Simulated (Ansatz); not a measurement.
## V₃Si: computed property card

V3Si:
```
V3Si
1.0
    0.00000     2.93024     2.93024
    2.93024     0.00000     2.93024
    2.93024     2.93024     0.00000
Si V
1 3
Direct
  0.00000   0.00000   0.00000
  0.50000   0.50000   0.50000
  0.25000   0.25000   0.25000
  0.75000   0.75000   0.75000
```
The run is spin-polarised; directions of the spins, atom by atom: 0 0 0 0.

Space group Fm-3m (No. 225); conventional cell a = b = c = 5.8605 Å, α = β = γ = 90.00°.

Method: PBEsol (plane waves, PAW; program Ansatz). Geometry: relaxed at this level of theory. Other levels are named where they apply.

Cell and energy:

```
Item                                                          Result
-----------------------------------------------------  -------------
Volume per atom                                             12.58 Å³
Density                                                   5.97 g/cm³
Formation energy from the elements (no fitted shifts)  -0.34 eV/atom
```

Electronic structure:

```
Quantity                                                                    Value
------------------------------------  -------------------------------------------
Electronic character                                            metallic (no gap)
Density of states at the Fermi level  1.3 states/eV per atom (mean over ±0.08 eV)
```

Magnetism:

```
Item                      Result
--------------  ----------------
Magnetic order     ferromagnetic
Net moment      0.09 μB per atom
```

Mechanics:

```
Quantity                                                            Result
----------------------------------  --------------------------------------
Bulk modulus (Birch–Murnaghan fit)                                 207 GPa
Pressure derivative B′                                                 4.4
Mechanical stability                stable (all eigenvalues of C positive)
```

The cell is a constructed one: a structure type filled with these elements; neither database checked (COD, Materials Project) lists it. COD files the formula under space group No. 223. Whether it is the stable phase at ambient conditions was not checked. The cell was relaxed with PBEsol under the symmetry of its start; its stability against distortions is not shown here. Magnetic state: ferromagnetic, the only order run, not a proven ground state. Point labels and valley counts follow the cell and symmetry of the run, lower than the named group. The references are the lowest solids computed at this level, not always the standard phases.

Potentials: the later of the program's two PAW sets.
